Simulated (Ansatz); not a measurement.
Tl(CuS)2 (space group I4/mmm)

```yaml
crystal:
  lattice:
    - [-1.84926, 1.84926, 6.68817]
    - [1.84926, -1.84926, 6.68817]
    - [1.84926, 1.84926, -6.68817]
  atoms:
    - { symbol: Tl, position: [0.00000, 0.00000, 0.00000] }
    - { symbol: Cu, position: [0.75000, 0.25000, 0.50000] }
    - { symbol: Cu, position: [0.25000, 0.75000, 0.50000] }
    - { symbol: S, position: [0.64544, 0.64544, 0.00000] }
    - { symbol: S, position: [0.35456, 0.35456, 0.00000] }
```

This relaxed cell (volume V₀) is scaled evenly in all directions, its shape held. The atoms relax within the cell's symmetry.

Computed with PBEsol (plane waves to 420 eV, PAW, scalar-relativistic; Ansatz, a quantum-chemistry and plane-wave program). k mesh 18×18×18 (Γ-centred), Fermi-Dirac smearing 0.05 eV. E stands for the smeared free energy. Stress and pressure are positive under compression. With the shape held, the modulus is that of even scaling; a crystal free to change shape is softer. Spin-orbit coupling is left out, though Tl is heavy. Tl(CuS)2 is run without spin polarisation. Tl(CuS)2 was relaxed with its symmetry unable to fall. ΔE is measured from the relaxed starting cell. The last digit holds for this mesh only.

```json
[
 {"V (Å³/atom)": "17.200", "ΔE (meV/atom)": "12.0"},
 {"V (Å³/atom)": "17.419", "ΔE (meV/atom)": "7.5"},
 {"V (Å³/atom)": "17.639", "ΔE (meV/atom)": "4.1"},
 {"V (Å³/atom)": "17.858", "ΔE (meV/atom)": "1.8"},
 {"V (Å³/atom)": "18.078", "ΔE (meV/atom)": "0.4"},
 {"V (Å³/atom)": "18.298", "ΔE (meV/atom)": "0.0"},
 {"V (Å³/atom)": "18.517", "ΔE (meV/atom)": "0.4"},
 {"V (Å³/atom)": "18.737", "ΔE (meV/atom)": "1.6"},
 {"V (Å³/atom)": "18.956", "ΔE (meV/atom)": "3.5"},
 {"V (Å³/atom)": "19.176", "ΔE (meV/atom)": "withheld"},
 {"V (Å³/atom)": "19.395", "ΔE (meV/atom)": "9.3"}
]
```

Q: Fit a third-order Birch-Murnaghan form (E₀, V₀, B₀, B₀′ free) to the given rows and predict ΔE at V = 19.176.

A: Least squares on the 10 given rows: ΔE = E₀ + (9V₀B₀/16)·y²·[2 + (B₀′ − 4)y], y = (V₀/V)^(2/3) − 1, with V₀ = 18.299 Å³/atom, B₀ = 51.27 GPa (160.2 GPa = 1 eV/Å³; the term in eV is multiplied by 1000), B₀′ = 5.25, E₀ = -0.01 meV/atom; root-mean-square residual 0.01 meV/atom. At 19.176 the fit gives 6.1 meV/atom; the calculation gives 6.1 meV/atom, the same to the digits shown. For the pressure the fit gives -2.1 GPa against the computed -2.1 GPa.

(A scan under strain: stresses follow from slopes of the energy per volume, elastic moduli from its curvatures.)
